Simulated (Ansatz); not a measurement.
An Ansatz (a quantum-chemistry and plane-wave program) input:

Ansatz 0.2 input:
```yaml
crystal:
  lattice:
    - [2.0455072642, -7.2840055961, 0.0]
    - [2.0455072642, 7.2840055961, 0.0]
    - [0.0, 0.0, 5.8228414267]
  atoms:
    - { symbol: Ba, position: [0.6506808696, 0.3493191304, 0.1462873184] }
    - { symbol: Ba, position: [0.3493191304, 0.6506808696, 0.6462873184] }
    - { symbol: Mg, position: [0.9155562962, 0.0844437038, 0.1898271765] }
    - { symbol: Mg, position: [0.0844437038, 0.9155562962, 0.6898271765] }
    - { symbol: F, position: [0.4209148361, 0.5790851639, 0.2037329361] }
    - { symbol: F, position: [0.5790851639, 0.4209148361, 0.7037329361] }
    - { symbol: F, position: [0.8027851602, 0.1972148398, 0.3812491397] }
    - { symbol: F, position: [0.1972148398, 0.8027851602, 0.8812491397] }
    - { symbol: F, position: [0.0284398535, 0.9715601465, 0.0085592108] }
    - { symbol: F, position: [0.9715601465, 0.0284398535, 0.5085592108] }
    - { symbol: F, position: [0.1636203191, 0.8363796809, 0.4198242184] }
    - { symbol: F, position: [0.8363796809, 0.1636203191, 0.9198242184] }
kpoints:
  mp_grid: { grid: [6, 6, 4] }
  band_path:
    path:
      - [[0.0, 0.0, 0.0], [-0.5, 0.5, 0.0], [-0.2697152151, 0.7302847849, 0.0]]  # Γ-Y-C_0
      - [[0.2697152151, 0.2697152151, 0.0], [0.0, 0.0, 0.0], [0.0, 0.0, 0.5], [0.2697152151, 0.2697152151, 0.5]]  # Σ_0-Γ-Z-A_0
      - [[-0.2697152151, 0.7302847849, 0.5], [-0.5, 0.5, 0.5], [-0.5, 0.5, 0.0]]  # E_0-T-Y
      - [[0.0, 0.0, 0.0], [0.0, 0.5, 0.0], [0.0, 0.5, 0.5], [0.0, 0.0, 0.5], [-0.5, 0.5, 0.5]]  # Γ-S-R-Z-T
      - [VBM, CBM]
    npoints: 6
basis: { xc_grid: 2 }
hamiltonian:
  xc: pbesol
  pseudopotentials: { kind: paw }
magnetization: { noncollinear: true, spin_orbit: true }
scf:
  n_extra_bands: 24
  convergence: { dr2_threshold: 0.0000000001 }
  occupations: { method: gaussian, width: 0.01 }
checkpoint: { write: soc.run }
output: { eigenvalues: true }
```

Problem. How many symmetry operations and irreducible k-points will the run report?

Solution. 4 operations, 39 of 144 k-points.

Problem. With a cutoff of 420 eV, how many plane waves at Γ?

Solution. 3361.

It took very roughly 27 core-minutes on shared server cores.

Space group Cmc2_1. The first step of the workflow began from a Materials Project structure, measured or hypothetical; the Crystallography Open Database files this formula in space group No. 36, but the cells were not matched. Its standing as an ambient phase is unchecked. Symmetry was held in the PBEsol relaxation; whether a distortion lowers the energy is not shown.

Potentials: the later of the program's two PAW sets.

Ansatz is a plane-wave DFT program.
